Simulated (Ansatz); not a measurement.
An Ansatz (a first-principles code) run. Input:

Ansatz 0.2 input:
```yaml
crystal:
  lattice:
    - [3.3342833512, 0.0, 0.0]
    - [-1.6671416756, 2.8875740855, 0.0]
    - [0.0, 0.0, 4.061050135]
  atoms:
    - { symbol: B, position: [0.0, 0.0, 0.0] }
    - { symbol: B, position: [0.0, 0.0, 0.5] }
    - { symbol: Rh, position: [0.6666666667, 0.3333333333, 0.75] }
    - { symbol: Rh, position: [0.3333333333, 0.6666666667, 0.25] }
kpoints:
  mp_grid: { grid: [14, 14, 10] }
hamiltonian:
  xc: lda
  pseudopotentials: { kind: paw }
scf:
  occupations: { method: fermi_dirac, width: 0.1 }
phonons:
  method: dfpt
  response_accuracy: low
  eigenvectors: true
  rigid_motions: translations
```

Output (shortened):

```
zone centre: on kpoints.mp_grid the ground state, and the responses unless they are solved on pairs of k-points, stand on 534 of the mesh's 1960 k-points, …
Pseudopotentials: kind: paw
Pseudopotential: B, paw, valence charge 3
Pseudopotential: Rh, paw, valence charge 17
Functional definition: SPW92
Crystal: 4 atoms, lattice volume = 39.100 Å³
Basis set: ecut = 420 eV, 769 PW (Γ), exchange–correlation on 48×48×60 points (8 copies of the dense FFT grid, shifted against one another)
Bands: 24, of which v1, the nominal top of the filled ones, is band 20 counted from 1 (19 counted from 0)
Symmetry: 24 space group operations
k-points: 534 of 1960 (irreducible under 2 space group operations, time reversal used)
PAW frozen core: B, regenerated for the run's functional, and the local potential with it
PAW frozen core: Rh, regenerated for the run's functional, and the local potential with it
Initial wavefunctions: pseudopotential atomic-orbital guess
Eigensolver: davidson
Functional: x = slater, c = lda
SCF iter   1: F=—  HF=-12858.529197 eV  |F-HF|=—  |Δ(HF+E_count)|=         —  Δρ=7.94e-3  dr2=1.07e-2  ethr=1.77e-3  ⟨swp⟩=5.7  Hψ=52116  notcnv=0
all-band conjugate gradients solve this SCF's bands
preconditioner: auto → Kerker (q_TF=auto, 2.739 Å⁻¹)
SCF iter   2: F=—  HF=-12858.527585 eV  |F-HF|=—  |Δ(HF+E_count)|=   1.61e-3  Δρ=4.59e-3  dr2=4.10e-3  ethr=2.67e-5  ⟨swp⟩=1.6  Hψ=19649  notcnv=0
SCF iter   3: F=—  HF=-12858.526215 eV  |F-HF|=—  |Δ(HF+E_count)|=   1.37e-3  Δρ=5.35e-4  dr2=1.35e-4  ethr=1.02e-5  ⟨swp⟩=2.1  Hψ=16416  notcnv=0
SCF iter   4: F=—  HF=-12858.526170 eV  |F-HF|=—  |Δ(HF+E_count)|=   4.48e-5  Δρ=1.82e-4  dr2=9.19e-6  ethr=3.39e-7  ⟨swp⟩=2.0  Hψ=17536  notcnv=0
SCF iter   5: F=—  HF=-12858.526167 eV  |F-HF|=—  |Δ(HF+E_count)|=   2.89e-6  Δρ=3.31e-5  dr2=3.34e-7  ethr=2.30e-8  ⟨swp⟩=2.0  Hψ=19040  notcnv=0
SCF iter   6: F=—  HF=-12858.526167 eV  |F-HF|=—  |Δ(HF+E_count)|=   1.48e-7  Δρ=7.34e-6  dr2=1.37e-8  ethr=8.35e-10  ⟨swp⟩=2.6  Hψ=22381  notcnv=0
SCF iter   7: F=—  HF=-12858.526167 eV  |F-HF|=—  |Δ(HF+E_count)|=   1.86e-9  Δρ=1.93e-6  dr2=9.49e-10  ethr=3.43e-11  ⟨swp⟩=2.2  Hψ=21455  notcnv=0
SCF iter   8: F=—  HF=-12858.526167 eV  |F-HF|=—  |Δ(HF+E_count)|=  2.33e-10  Δρ=2.80e-7  dr2=2.27e-11  ethr=2.37e-12  ⟨swp⟩=2.1  Hψ=18817  notcnv=0
SCF iter   9: F=-12858.526167 eV  HF=-12858.526167 eV  |F-HF|=3.64e-12  |Δ(HF+E_count)|=  3.64e-12  Δρ=4.58e-8  dr2=5.06e-13  ethr=1.00e-12  ⟨swp⟩=5.0  Hψ=53657  notcnv=0
SCF 1 converged in 9 iterations: F = -12858.526167 eV  dr2 = 5.06e-13
DFPT response loops at Γ: preconditioner auto → Kerker (q_TF=auto, 2.739 Å⁻¹) (partly filled bands, converged f_vac=0.000) …
SCF converged after 9 iterations
Free energy (F): -12858.526167 eV
Harris-Foulkes:  -12858.526167 eV  (|F-HF|=3.64e-12)
Internal energy: -12858.509823 eV  (E = F + TS)
E sigma→0 (E₀):  -12858.517995 eV
Entropy (-TS):   -0.016344 eV (-4.086 meV/atom)
Fermi energy:    19.991782 eV
--- Per-component energies (eV) ---
  E_band       = -199.905016
  E_kinetic    = 1251.686070
  E_local      = -3620.576766  (includes V_loc(G=0)·N_el)
  E_nonlocal   = 745.399204
  E_hartree    = 1308.380922
  E_xc         = -508.518590
  E_vxc        = -636.865845  (∫ρ·V_xc dr)
  E_paw        = -7074.024035  (= ΣΔE_a)
  E_vpaw       = -556.310942  (= ΣTr[D̂ρ^β])
  E_aug_tail   = 0.001440  (compensation charges beyond the density's cutoff)
  E_ewald      = -4962.194700
  E_core_change = 1.336633  (= ΣΔE_core)
  E_smearing   = -0.016344  (= −TS)
  E_closure    = 0.000000  (closes the sum)
  Σ components = -12858.526167   (vs F -12858.526167, Δ=0.00e0)
  [band-id]    e_kinetic+e_local+e_nonlocal+2·e_hartree+e_vxc+e_vpaw+e_augmentation_tail = -199.904996   (vs E_band -199.905016, Δ=1.93e-5)
--- Band table (eV; the first three rows and the last of 534) ---
  k-point 0: bands = ["-59.1279", "-59.0567", "-27.2394", "-27.2394", "-27.1325", "-27.1139", "-27.1139", "-26.7269", "7.1752", "11.4515", "13.5189", "13.5189", "15.8752", "15.8752", "16.2948", "16.3884", "16.3884", "16.9474", "16.9474", "17.5522", "19.9063", "25.8479", "25.8479", "26.3778"]
  k-point 1: bands = ["-59.1261", "-59.0585", "-27.2363", "-27.2363", "-27.1230", "-27.1170", "-27.1170", "-26.7373", "7.2607", "11.3284", "13.4946", "13.4946", "15.8892", "15.8892", "16.0232", "16.0232", "16.2206", "17.4398", "17.4398", "17.5228", "20.2374", "25.7817", "25.7817", "26.2421"]
  k-point 2: bands = ["-59.1211", "-59.0635", "-27.2274", "-27.2274", "-27.1259", "-27.1259", "-27.0954", "-26.7674", "7.5127", "10.9691", "13.4586", "13.4586", "15.2371", "15.2371", "16.1309", "16.4223", "16.4223", "17.4274", "18.0392", "18.0392", "21.0786", "25.5283", "25.5283", "25.5898"]
  k-point 533: bands = ["-59.0993", "-59.0767", "-27.3195", "-27.2608", "-27.1971", "-27.1154", "-26.9806", "-26.8529", "9.3854", "12.2735", "12.8411", "13.7482", "14.4777", "14.6281", "15.1928", "16.1917", "17.4027", "18.0119", "18.6985", "18.9002", "20.1116", "21.1223", "23.4634", "25.1384"]
  band table: 24 of 24 bands, residual norms ≤ 1.0e-3 eV
--- Phonons (Γ-DFPT): 4 representative perturbations + reference, on 534 of 1960 k-points (Σ response iterations 12) ---
  k mesh reduced under 2 symmetry operations, with k and −k counted as one. Each operation leaves every solved perturbation unchanged …
  ASR residual: 1.430e-4 → 0.000e0 eV/Å²; symmetrization residual: 1.169e-5 eV/Å²
  ASR residual per site (eV/Å²): 7.20e-5 7.20e-5 1.43e-4 1.43e-4
  Γ frequencies (cm⁻¹): 0.00 0.00 0.00 219.83 219.83 288.48 294.78 464.82 464.82 520.75 520.75 591.25
  non-analytic LO–TO correction: not included (Born effective charges unavailable; polar crystals: no LO–TO splitting at Γ)
```

Cost: roughly 2.7 core-minutes on shared cores.

Space group P6_3/mmc (NiAs type). The first step of the workflow began from a Materials Project structure, measured or hypothetical; the Crystallography Open Database copy checked does not list it. Its standing as an ambient phase is unchecked. The LDA relaxation kept the symmetry of its start; its stability against distortions is not shown here. No spin polarisation was allowed. As this level gives no gap, phonon frequencies hold no LO–TO term and depend on the k-mesh and smearing (Fermi–Dirac, 0.1 eV here). Scalar-relativistic: spin–orbit coupling is off unless named, which matters more the heavier the elements.

Potentials: the later of the program's two PAW sets.

Ansatz is a plane-wave DFT program.
